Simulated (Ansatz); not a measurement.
Geometry optimisation in Ansatz: input, command and trajectory.

```yaml
crystal:
  lattice:
    - [3.1472754588, 0.0, 0.0]
    - [-1.5736377294, 2.7256205, 0.0]
    - [0.0, 0.0, 11.9022417137]
  atoms:
    - { symbol: W, position: [0.3333333333, 0.6666666667, 0.25] }
    - { symbol: W, position: [0.6666666667, 0.3333333333, 0.75] }
    - { symbol: Se, position: [0.3333333333, 0.6666666667, 0.6097595968] }
    - { symbol: Se, position: [0.6666666667, 0.3333333333, 0.1097595968] }
    - { symbol: Se, position: [0.3333333333, 0.6666666667, 0.8902404032] }
    - { symbol: Se, position: [0.6666666667, 0.3333333333, 0.3902404032] }
basis:
  ecutwfc: 420
kpoints:
  mp_grid: { grid: [12, 12, 2] }
hamiltonian:
  xc: pbesol
  dispersion: d3bj
scf:
  occupations: { method: gaussian, width: 0.02 }
output:
  forces: true
  stress: true
  eigenvalues: true
relax:
  adjacent_minimum: "off"
  f_tol: 0.01
  max_steps: 30
  cell: { stress_tol: 0.1, fix: [volume] }
```

```bash
ansatz run input.yaml --threads 1 --pin off --max-ram 2560MiB --backend cpu --events-out ev --progress --plain --runs-dir out
```

The calculation used DFT PBEsol+D3(BJ), scalar-relativistic, plane waves, PAW in Ansatz.

The volume is held at 0.91 times that of the relaxed cell.

Of 6 frames 5 are shown, positions in Å and forces in eV/Å; the SCF threshold varies from step to step. Steps run on the plane waves of an earlier cell, with a Pulay correction in the pressure. The basis is chosen afresh for the last frame, the zero of the energies, and at times for earlier ones too; energy and pressure step there, also at an unchanged geometry. The mark taken_back stands on steps that the optimiser undid.

```xyz
6
Lattice="3.1473 0.0000 0.0000 -1.5736 2.7256 0.0000 0.0000 0.0000 11.9022" Properties=species:S:1:pos:R:3:forces:R:3 pbc="T T T" step=1 free_energy_over_end_meV_per_atom=4.65 pressure_GPa=12.23
W     0.0000    1.8171    2.9756    0.0000    0.0000    0.0000
W     1.5736    0.9085    8.9267    0.0000    0.0000    0.0000
Se    0.0000    1.8171    7.2575    0.0000    0.0000   -0.5628
Se    1.5736    0.9085    1.3064    0.0000    0.0000   -0.5628
Se    0.0000    1.8171   10.5959    0.0000    0.0000    0.5628
Se    1.5736    0.9085    4.6447    0.0000    0.0000    0.5628
6
Lattice="3.1685 0.0000 0.0000 -1.5842 2.7440 0.0000 0.0000 0.0000 11.7435" Properties=species:S:1:pos:R:3:forces:R:3 pbc="T T T" step=2 free_energy_over_end_meV_per_atom=7.88 pressure_GPa=6.63 taken_back
W     0.0000    1.8293    2.9359    0.0000    0.0000    0.0000
W     1.5842    0.9147    8.8076    0.0000    0.0000    0.0000
Se    0.0000    1.8293    7.1001    0.0000    0.0000    0.6364
Se    1.5842    0.9147    1.2284    0.0000    0.0000    0.6364
Se    0.0000    1.8293   10.5152    0.0000    0.0000   -0.6364
Se    1.5842    0.9147    4.6434    0.0000    0.0000   -0.6364
6
Lattice="3.1430 0.0000 0.0000 -1.5715 2.7219 0.0000 0.0000 0.0000 11.9344" Properties=species:S:1:pos:R:3:forces:R:3 pbc="T T T" step=3 free_energy_over_end_meV_per_atom=0.52 pressure_GPa=9.28
W     0.0000    1.8146    2.9836    0.0000    0.0000    0.0000
W     1.5715    0.9073    8.9508    0.0000    0.0000    0.0000
Se    0.0000    1.8146    7.2510    0.0000    0.0000    0.0755
Se    1.5715    0.9073    1.2838    0.0000    0.0000    0.0755
Se    0.0000    1.8146   10.6506    0.0000    0.0000   -0.0755
Se    1.5715    0.9073    4.6834    0.0000    0.0000   -0.0755
6
Lattice="3.1574 0.0000 0.0000 -1.5787 2.7344 0.0000 0.0000 0.0000 11.8263" Properties=species:S:1:pos:R:3:forces:R:3 pbc="T T T" step=4 free_energy_over_end_meV_per_atom=0.24 pressure_GPa=9.38
W     0.0000    1.8229    2.9566    0.0000    0.0000    0.0000
W     1.5787    0.9115    8.8697    0.0000    0.0000    0.0000
Se    0.0000    1.8229    7.1820    0.0000    0.0000    0.0195
Se    1.5787    0.9115    1.2688    0.0000    0.0000    0.0195
Se    0.0000    1.8229   10.5574    0.0000    0.0000   -0.0195
Se    1.5787    0.9115    4.6443    0.0000    0.0000   -0.0195
6
Lattice="3.1514 0.0000 0.0000 -1.5757 2.7292 0.0000 0.0000 0.0000 11.8708" Properties=species:S:1:pos:R:3:forces:R:3 pbc="T T T" step=6 free_energy_over_end_meV_per_atom=0.00 pressure_GPa=9.53
W     0.0000    1.8195    2.9677    0.0000    0.0000    0.0000
W     1.5757    0.9097    8.9031    0.0000    0.0000    0.0000
Se    0.0000    1.8195    7.2122    0.0000    0.0000    0.0004
Se    1.5757    0.9097    1.2768    0.0000    0.0000    0.0004
Se    0.0000    1.8195   10.5940    0.0000    0.0000   -0.0004
Se    1.5757    0.9097    4.6586    0.0000    0.0000   -0.0004
```

The run took 77 s on 1 thread of Intel(R) Xeon(R) Platinum 8259CL CPU @ 2.50GHz (Skylake/Cascade Lake), on a shared host, peak memory 0.54 GiB.

Spin–orbit coupling is left out, which can shift energies with elements as heavy as these.